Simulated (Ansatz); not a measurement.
The relaxed structure here is a generated cell of Cr: the first start was made by placing the elements on the sites of a structure type, and the end was not matched to a known phase here, so it may be hypothetical. Known forms of Cr include space group No. 229.

A relaxed cell of Cr (Cmmm (No. 65)), relaxed on a k-mesh at least as fine as the one used below. Level of theory: PBE (plane waves to 420 eV, PAW, scalar-relativistic; Ansatz, a first-principles code). Γ-centred k-mesh 8×15×14 on the run's cell (coarser than for final values), Fermi–Dirac smearing 0.05 eV.

```
Cr
1.0
    2.40640    -4.55450     0.00000
    1.20320     2.27725     0.00000
    0.00000     0.00000     2.24779
Cr
2
Direct
  0.00000   0.00000   0.00000
  0.50000   0.00000   0.00000
```

The atoms are displaced along an unstable phonon of this cell by (Å):

```
atom     ux     uy      uz
----  -----  -----  ------
Cr1   0.000  0.000   0.150
Cr2   0.000  0.000  -0.150
```

### Question
What forces (eV/Å) and pressure result?

### Answer
| atom | Fx | Fy | Fz |
|---|---|---|---|
| Cr1 | 0.00 | 0.00 | 1.12 |
| Cr2 | 0.00 | 0.00 | -1.12 |

Pressure -1.8 GPa.

### Question
Estimate the energy cost of the displacement in the harmonic approximation and compare with the calculation.

### Answer
For a harmonic well ΔE = −½ Σ F·u = -0.169 eV a cell, or -84 meV/atom. The calculated energy relative to the undisplaced cell is -0.10 eV/atom, so the harmonic estimate holds well.

The undisplaced cell is probably no minimum: from this displacement the run went on to I4/mmm (No. 139), 0.48 eV/atom below it.

No spin polarisation in the result. A magnetic state may lie lower.
